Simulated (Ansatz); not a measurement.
**CuNi₂: rattling a relaxed structure**

The cell was found from a structure generator's guess, not taken from experiment.

These are results of Ansatz 0.2.0, DFT PBE, scalar-relativistic, plane waves, PAW, not measurements. Settings: cutoff 420 eV, Γ-centred mesh 18×18×4 on the computed 6-atom cell, Gaussian smearing of 0.10 eV; collinear spin from starting moments 0.0 0.0 0.5 0.8 0.5 0.8 μB.

The cell below (6 atoms, space group P-3m1 (No. 164)) is relaxed within its symmetry.

```yaml
crystal:
  lattice:
    - [2.50346, 0.00000, 0.00000]
    - [-1.25173, 2.16806, 0.00000]
    - [0.00000, 0.00000, 12.41150]
  atoms:
    - { symbol: Cu, position: [0.33333, 0.66667, 0.08600] }
    - { symbol: Cu, position: [0.66667, 0.33333, 0.91400] }
    - { symbol: Ni, position: [0.33333, 0.66667, 0.74522] }
    - { symbol: Ni, position: [0.33333, 0.66667, 0.41819] }
    - { symbol: Ni, position: [0.66667, 0.33333, 0.25478] }
    - { symbol: Ni, position: [0.66667, 0.33333, 0.58181] }
```

For the test a repeat of it with 12 atoms (edges 2.50, 4.34, 12.41 Å) was strained at random (σ = 1.5 % a component), the atoms were moved at random (σ = 0.10 Å), and all was relaxed again on a coarse 8×6×2 mesh (in the run’s order of axes) with 0.20 eV smearing, with no symmetry imposed.

The magnetic state reached may not be the lowest.

Question: What happens?

Answer: It returns, within 1 meV/atom of the unmoved cell on that mesh and with the same symmetry when read at 0.1 Å (C2/m at 0.01 Å, so small strains and shifts remain). So it is stable against the distortions that fit this cell and that this random move excites. Modes that don't fit the cell aren't tested.
